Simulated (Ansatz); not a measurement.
The cell comes from COD entry 1522700, which wasn't checked; take it as a given geometry. The listed cell was then made from it by scaling, straining or moving an atom.

ZrHg₃: DFT, PBEsol, all-electron LAPW, scalar-relativistic (Ansatz 0.2.0). What sets it apart from a plain run of this crystal: zz strain of +2 %.

Command: `ansatz run input.yaml --threads 1 --pin off --max-ram 4096MiB --backend cpu --events-out ev --progress --plain --runs-dir out` The run took 3.7 min on 1 thread of Arm Neoverse V1 (shared host), peak memory 1 GiB.

```yaml
crystal:
  lattice:
    - [4.3652, 0.0, 0.0]
    - [0.0, 4.3652, 0.0]
    - [0.0, 0.0, 4.452504]
  atoms:
    - { symbol: Zr, position: [0.0, 0.0, 0.0] }
    - { symbol: Hg, position: [0.0, 0.5, 0.5] }
    - { symbol: Hg, position: [0.5, 0.0, 0.5] }
    - { symbol: Hg, position: [0.5, 0.5, 0.0] }
kpoints:
  mp_grid: { grid: [8, 8, 8] }
  band_path:
    path:
      - [0.0, 0.0, 0.0]
      - [0.0, 0.5, 0.0]
      - [0.5, 0.5, 0.0]
      - [0.0, 0.0, 0.0]
      - [0.0, 0.0, 0.5]
      - [0.0, 0.5, 0.5]
      - [0.5, 0.5, 0.5]
      - [0.0, 0.0, 0.5]
      - [0.0, 0.5, 0.0]
    npoints: 5
scf:
  occupations: { method: fermi_dirac, width: 0.05 }
hamiltonian:
  xc: pbesol
  pseudopotentials: { kind: all_electron, lapw: { basis_error: 0.0005 } }
output:
  forces: true
  stress: true
  eigenvalues: true
```

Output:

```
LAPW: plane waves up to 7.741 Å⁻¹, error target 5.0e-4 eV per atom; small_component_spin mean_spin; Zr in spheres of 1.543 Å, 28 of its electrons in bands, Dirac shells []; Hg in spheres of 1.543 Å, 34 of its electrons in bands, Dirac shells []
Engine: ansatz 0.2.0
Pseudopotentials: kind: all_electron
Pseudopotential: Zr, LAPW, valence charge 28, Koelling and Harmon's equation, gaussian nucleus
Pseudopotential: Hg, LAPW, valence charge 34, Koelling and Harmon's equation, gaussian nucleus
Functional definition: PBEsol
  exchange = pbesol_x
  correlation = pbesol_c
Crystal: 4 atoms, lattice volume = 84.842 Å³
Basis set: ecut = 228.3317170080877 eV, 683 PW (Γ), exchange–correlation at level 2
Bands: 78, of which v1, the nominal top of the filled ones, is band 65 counted from 1 (64 counted from 0)
Symmetry: 16 space group operations
Space group: P4/mmm (ITA 123), of the structure as read, at distance tolerance 4.4e-5 Å
k-points: 75 of 512
Non-local potential: Zr, projectors of the file, none
Non-local potential: Hg, projectors of the file, none
Initial density: superposition of atomic densities (chi_scale 0.1, normalization cell, long waves kept (reshape's long-wave potential 0.00 eV rms))
Initial wavefunctions: plane waves of lowest kinetic energy (no species holds an atomic orbital)
Functional: x = pbesol(κ = 0.804, μ = 0.12345679012345678), c = pbesol(β = 0.046)
iter 1 solved again at ethr=1.15e-3 eV; its pass at ethr=1.00e-1 eV (dr2=1.49e0 eV) is discarded
SCF iter   1: F=—  HF=-1698927.015767 eV  |F-HF|=—  |Δ(HF+E_count)|=         —  Δρ=2.45e-2  dr2=1.49e0  ethr=1.15e-3  ⟨swp⟩=2.2  Hψ=34980  notcnv=0
preconditioner: auto → Kerker (q_TF=auto, 2.929 Å⁻¹)  [metal: Δε(μ)=0.016 eV  Ē_g=11.227 eV  σ=0.050 eV  W_gap=0.08  n_scr=32 (ndim 8)  ℏωp=25.5 eV  f_vac=0.006  D(μ)=3.53/eV (n_scr^D=26)]
iter 2 solved again at ethr=1.14e-4 eV; its pass at ethr=1.15e-3 eV (dr2=1.48e-1 eV) is discarded
SCF iter   2: F=—  HF=-1698926.186897 eV  |F-HF|=—  |Δ(HF+E_count)|=   8.29e-1  Δρ=9.56e-3  dr2=1.48e-1  ethr=1.14e-4  ⟨swp⟩=2.0  Hψ=29873  notcnv=0
SCF iter   3: F=—  HF=-1698926.089325 eV  |F-HF|=—  |Δ(HF+E_count)|=   9.76e-2  Δρ=9.06e-3  dr2=2.19e-1  ethr=1.14e-4  ⟨swp⟩=2.0  Hψ=17613  notcnv=0
SCF iter   4: F=—  HF=-1698926.045497 eV  |F-HF|=—  |Δ(HF+E_count)|=         —  Δρ=5.23e-3  dr2=7.37e-2  ethr=1.14e-4  ⟨swp⟩=2.0  Hψ=16567  notcnv=0
the basis was enlarged: its passes take 317.9 KiB over the memory plan, 1 of 1 planned eigensolver slots
SCF iter   5: F=—  HF=-1698926.024699 eV  |F-HF|=—  |Δ(HF+E_count)|=   2.08e-2  Δρ=1.75e-3  dr2=8.70e-3  ethr=5.67e-5  ⟨swp⟩=2.1  Hψ=16997  notcnv=0
SCF iter   6: F=—  HF=-1698926.022207 eV  |F-HF|=—  |Δ(HF+E_count)|=   2.49e-3  Δρ=4.63e-4  dr2=2.79e-4  ethr=6.69e-6  ⟨swp⟩=2.1  Hψ=17078  notcnv=0
SCF iter   7: F=—  HF=-1698926.021983 eV  |F-HF|=—  |Δ(HF+E_count)|=   2.23e-4  Δρ=3.18e-4  dr2=8.71e-5  ethr=2.14e-7  ⟨swp⟩=2.0  Hψ=17070  notcnv=0
SCF iter   8: F=—  HF=-1698926.022006 eV  |F-HF|=—  |Δ(HF+E_count)|=   2.32e-5  Δρ=1.07e-4  dr2=1.25e-5  ethr=6.70e-8  ⟨swp⟩=2.1  Hψ=17076  notcnv=0
SCF iter   9: F=—  HF=-1698926.022012 eV  |F-HF|=—  |Δ(HF+E_count)|=   5.99e-6  Δρ=4.99e-5  dr2=4.18e-6  ethr=9.65e-9  ⟨swp⟩=2.7  Hψ=17133  notcnv=0
SCF iter  10: F=—  HF=-1698926.022008 eV  |F-HF|=—  |Δ(HF+E_count)|=   3.99e-6  Δρ=3.45e-5  dr2=1.53e-6  ethr=3.21e-9  ⟨swp⟩=2.1  Hψ=17074  notcnv=0
SCF iter  11: F=—  HF=-1698926.022008 eV  |F-HF|=—  |Δ(HF+E_count)|=   6.45e-8  Δρ=9.19e-6  dr2=1.48e-7  ethr=1.17e-9  ⟨swp⟩=2.0  Hψ=17070  notcnv=0
SCF iter  12: F=-1698926.022008 eV  HF=-1698926.022008 eV  |F-HF|=1.26e-8  |Δ(HF+E_count)|=   9.59e-8  Δρ=6.38e-6  dr2=4.35e-8  ethr=1.14e-10  ⟨swp⟩=2.0  Hψ=17070  notcnv=0
SCF 1 converged in 12 iterations: F = -1698926.022008 eV  dr2 = 4.35e-8
NSCF: frozen V_eff on 41 k-points
SCF converged after 12 iterations
Free energy (F): -1698926.022008 eV
Harris-Foulkes:  -1698926.022008 eV  (|F-HF|=1.26e-8)
Internal energy: -1698925.990584 eV  (E = F + TS)
E sigma→0 (E₀):  -1698926.006296 eV
Entropy (-TS):   -0.031424 eV (-7.856 meV/atom)
Fermi energy:    19.678544 eV
--- Per-component energies (eV) ---
  E_band       = -7255.280590
  E_kinetic    = 1932600.198008
  E_xc         = -33022.431160
  E_electrostatic = -3598503.757432  (all electrons and nuclei)
  E_smearing   = -0.031424  (= −TS)
  E_closure    = 0.000000  (closes the sum)
  E_atoms      = -1698915.662661  (free atoms, spherical and without spin; not in F)
  Σ components = -1698926.022008   (vs F -1698926.022008, Δ=0.00e0)
  Basis errors (estimates in eV, not in F): energy 9.9e-5 per atom: plane waves 8.0e-5 (4.1e-5 summed), levels above the bands 3.2e-95, relativity 8.2e-9, radial functions 1.9e-5, core shells 3.6e-7; eigenvalues (radial functions only) 1.7e-6; not estimated: angular momenta, meshes, grids; target (lapw.basis_error) 5.0e-4; muffin-tin radii Zr 1.543 Å, Hg 1.543 Å
--- Forces (eV/Å), atoms counted from 1 ---
  atom   1  Zr     0.00000000     0.00000000     0.00000000
  atom   2  Hg     0.00000000     0.00000000     0.00000000
  atom   3  Hg    -0.00000000    -0.00000000    -0.00000000
  atom   4  Hg     0.00000000    -0.00000000    -0.00000000
  max |Σ_I F_I| component: 5.13e-30 eV/Å
--- Stress (GPa, compression-positive) ---
       -2.082604       0.000000       0.000000
        0.000000      -2.082604       0.000000
        0.000000       0.000000      -2.203586
  P = ⅓ Tr σ = -2.1229 GPa (-21.229 kbar)
--- Band table (eV; the first three rows and the last of 75) ---
  k-point 0: bands = ["-292.3761", "-292.3753", "-292.3753", "-149.8033", "-149.8033", "-149.7987", "-149.7987", "-149.7971", "-95.4129", "-95.4110", "-95.4094", "-73.4060", "-73.4060", "-73.4050", "-73.4050", "-73.4049", "-73.4049", "-73.4043", "-73.4043", "-73.4024", "-73.4023", "-73.4018", "-73.4009", "-73.3947", "-73.3947", "-73.3933", "-73.3932", "-73.3932", "-73.3932", "-73.3885", "-73.3885", "-73.3866", "-43.8117", "-43.8117", "-43.8065", "-43.7958", "-43.7958", "-43.7920", "-43.7633", "-43.7633", "-43.7567", "-29.5806", "-7.6193", "-7.6049", "-7.6049", "10.2753", "11.3852", "11.4775", "11.5055", "11.5055", "11.5940", "11.6306", "12.6860", "12.7501", "12.7501", "13.3189", "13.3861", "13.7614", "13.9636", "13.9636", "14.0227", "18.6273", "18.8656", "19.5725", "19.8378", "19.8378", "21.7774", "21.7774", "21.8562", "23.7414", "23.8098", "25.7982", "26.2708", "26.3835", "26.3835", "28.6306", "28.8301", "28.8301"]
  k-point 1: bands = ["-292.3761", "-292.3753", "-292.3753", "-149.8033", "-149.8033", "-149.7987", "-149.7987", "-149.7971", "-95.4129", "-95.4110", "-95.4094", "-73.4060", "-73.4060", "-73.4050", "-73.4050", "-73.4049", "-73.4049", "-73.4043", "-73.4043", "-73.4024", "-73.4023", "-73.4018", "-73.4009", "-73.3947", "-73.3947", "-73.3933", "-73.3932", "-73.3932", "-73.3932", "-73.3885", "-73.3885", "-73.3866", "-43.8111", "-43.8111", "-43.8054", "-43.7958", "-43.7958", "-43.7921", "-43.7638", "-43.7638", "-43.7579", "-29.5804", "-7.6231", "-7.6051", "-7.6051", "10.4164", "11.4480", "11.5040", "11.5679", "11.5679", "11.6341", "11.7072", "12.6551", "12.7657", "12.7657", "13.2661", "13.3877", "13.7080", "13.8309", "13.8309", "14.0228", "17.4925", "18.9122", "19.7744", "19.7744", "20.2445", "21.8369", "21.9284", "21.9284", "23.0118", "24.1757", "26.1243", "26.5258", "26.5258", "26.9717", "28.1033", "28.7751", "28.7751"]
  k-point 2: bands = ["-292.3761", "-292.3753", "-292.3753", "-149.8033", "-149.8033", "-149.7987", "-149.7987", "-149.7971", "-95.4128", "-95.4110", "-95.4095", "-73.4060", "-73.4060", "-73.4050", "-73.4050", "-73.4049", "-73.4049", "-73.4043", "-73.4043", "-73.4024", "-73.4023", "-73.4018", "-73.4009", "-73.3947", "-73.3947", "-73.3933", "-73.3932", "-73.3932", "-73.3932", "-73.3885", "-73.3885", "-73.3866", "-43.8096", "-43.8096", "-43.8024", "-43.7961", "-43.7961", "-43.7921", "-43.7651", "-43.7651", "-43.7609", "-29.5801", "-7.6323", "-7.6058", "-7.6058", "10.8093", "11.5747", "11.6130", "11.7503", "11.7503", "11.7604", "11.9190", "12.5738", "12.7967", "12.7967", "13.1267", "13.3796", "13.4992", "13.4992", "13.5646", "14.0230", "15.9158", "19.0613", "19.5689", "19.5689", "20.7086", "21.7914", "21.8363", "22.4557", "22.4557", "24.6376", "26.4347", "26.4347", "27.0715", "27.5111", "27.9794", "29.1010", "29.1010"]
  k-point 74: bands = ["-292.3761", "-292.3753", "-292.3753", "-149.8033", "-149.8033", "-149.7987", "-149.7987", "-149.7971", "-95.4118", "-95.4118", "-95.4097", "-73.4060", "-73.4059", "-73.4050", "-73.4049", "-73.4049", "-73.4049", "-73.4043", "-73.4043", "-73.4024", "-73.4024", "-73.4018", "-73.4009", "-73.3948", "-73.3947", "-73.3933", "-73.3933", "-73.3932", "-73.3932", "-73.3885", "-73.3884", "-73.3866", "-43.8180", "-43.8114", "-43.8114", "-43.8045", "-43.7823", "-43.7801", "-43.7801", "-43.7565", "-43.7536", "-29.5787", "-7.6329", "-7.6234", "-7.6234", "11.3670", "11.3670", "11.3677", "11.5183", "12.2896", "12.2896", "12.3632", "12.8005", "12.8028", "12.8028", "12.9280", "12.9971", "13.7817", "13.8151", "13.8151", "16.9263", "17.0378", "17.0378", "17.5430", "18.4014", "18.4681", "18.4681", "21.8628", "21.8953", "23.6139", "23.6139", "23.7797", "24.1175", "31.2354", "31.2354", "31.3755", "31.5522", "32.0080"]
```
